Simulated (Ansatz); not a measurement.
NbSnSe:
```xyz
6
Lattice="3.9433 0.0000 0.0000 0.0000 3.9433 0.0000 0.0000 0.0000 7.9441" Properties=species:S:1:pos:R:3 pbc="T T T"
Nb     0.0000     1.9716     5.7446
Nb     1.9716     0.0000     2.1995
Sn     0.0000     0.0000     0.0000
Sn     1.9716     1.9716     0.0000
Se     1.9716     0.0000     4.9399
Se     0.0000     1.9716     3.0043
```

Relaxed with r²SCAN.

### Question
Which orbitals make up the states near the Fermi level in DFT-r²SCAN in the program Ansatz with PAW potentials?

### Answer
Within 0.5 eV of the Fermi level: Nb 4d 81 %, Se 4p 8 %. Projections are on Löwdin-orthogonalised atomic valence shells; empty p or d shells of many metals are not among them.

### Question
Tabulate the density of states.

### Answer
States/eV per cell of 6 atoms, in 0.25 eV bins, energy from the Fermi level.

```csv
E (eV),total,Nb 4d,Se 4p,Sn 5p
-7.85,0.77,0.11,0.03,0.19
-7.60,0.55,0.08,0.03,0.16
-7.35,0.48,0.08,0.03,0.15
-7.10,0.39,0.06,0.02,0.13
-6.85,0.43,0.07,0.05,0.14
-6.60,1.47,0.23,0.61,0.35
-6.35,3.73,0.59,1.96,0.67
-6.10,5.57,0.88,3.24,0.76
-5.85,2.82,0.45,1.53,0.44
-5.60,1.97,0.32,0.96,0.39
-5.35,2.95,0.54,1.53,0.53
-5.10,3.04,0.60,1.55,0.55
-4.85,2.96,0.59,1.55,0.52
-4.60,4.12,0.95,2.27,0.58
-4.35,5.22,1.39,3.04,0.52
-4.10,5.35,1.21,2.95,0.90
-3.85,5.44,1.29,2.93,0.98
-3.60,5.39,1.53,2.58,1.08
-3.35,3.39,1.01,1.45,0.74
-3.10,2.26,0.75,0.83,0.52
-2.85,2.74,1.14,0.65,0.79
-2.60,3.89,1.89,0.71,1.09
-2.35,4.54,2.29,0.84,1.20
-2.10,4.35,2.12,0.93,1.09
-1.85,3.82,1.79,0.86,0.99
-1.60,2.41,1.08,0.58,0.62
-1.35,1.44,0.75,0.27,0.34
-1.10,1.84,1.06,0.32,0.36
-0.85,1.17,0.87,0.10,0.15
-0.60,2.28,1.93,0.11,0.15
-0.35,2.53,2.07,0.22,0.11
-0.10,3.37,2.67,0.34,0.15
0.15,4.39,3.55,0.35,0.16
0.40,5.04,4.13,0.35,0.18
0.65,8.24,6.65,0.43,0.43
0.90,5.39,3.68,0.36,0.54
1.15,7.60,4.94,0.45,0.71
1.40,6.54,3.97,0.66,0.67
1.65,3.84,2.21,0.58,0.39
1.90,3.54,1.99,0.70,0.34
2.15,4.62,2.35,1.16,0.60
2.40,5.37,2.63,1.41,0.85
2.65,2.88,1.42,0.77,0.46
2.90,2.72,1.16,0.56,0.64
3.15,2.97,0.98,0.44,0.81
3.40,2.71,0.71,0.32,0.74
3.65,2.29,0.49,0.23,0.67
3.90,2.84,0.45,0.25,0.88
4.15,2.07,0.30,0.16,0.66
4.40,2.58,0.43,0.22,0.86
4.65,4.19,0.63,0.33,1.28
4.90,3.62,0.45,0.23,1.18
```

Space group P4/nmm. The start of the workflow was typed in or built on a structure type; neither database checked (COD, Materials Project) lists it. Whether it is the stable phase at ambient conditions was not checked. Symmetry was held in the r²SCAN relaxation; whether a distortion lowers the energy is not shown. The workflow began spin-polarised and lost its moments. The volume moved by -17 % from the start of the relaxation. Scalar-relativistic: spin–orbit coupling is off unless named, which matters more the heavier the elements.

Potentials: the earlier of the program's two PAW sets. The files were generated under PBE; for other functionals the program regenerates the frozen cores, and for LDA and PBEsol the local potential too.
